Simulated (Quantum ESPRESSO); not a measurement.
```cif
data_S2W
_chemical_formula_sum 'S2 W1'
_space_group_name_H-M_alt 'P 1'
_space_group_IT_number 1
_cell_length_a 6.30696
_cell_length_b 6.30696
_cell_length_c 6.30696
_cell_angle_alpha 28.991
_cell_angle_beta 28.991
_cell_angle_gamma 28.991
loop_
_space_group_symop_operation_xyz
  'x, y, z'
loop_
_atom_site_label
_atom_site_type_symbol
_atom_site_fract_x
_atom_site_fract_y
_atom_site_fract_z
_atom_site_occupancy
S1 S 0.57913 0.57913 0.57913 1
S2 S 0.75282 0.75282 0.75282 1
W1 W 0.99935 0.99935 0.99935 1
```

Cell and atoms were relaxed with PBE+D3(BJ) from Materials Project entry mp-9813, within its symmetry.

What does norm-conserving PBEsol (Quantum ESPRESSO, 74 Ry, no spin-orbit coupling) give for the electronic structure near the Fermi level?

The PBEsol gap is indirect, 0.86 eV, from Z to 50 % of the way from Γ to X; the smallest direct gap is 1.91 eV. Without spin-orbit coupling, band edges of such heavy elements can be off by tenths of an eV.

This is not the ordinary phase of the substance.
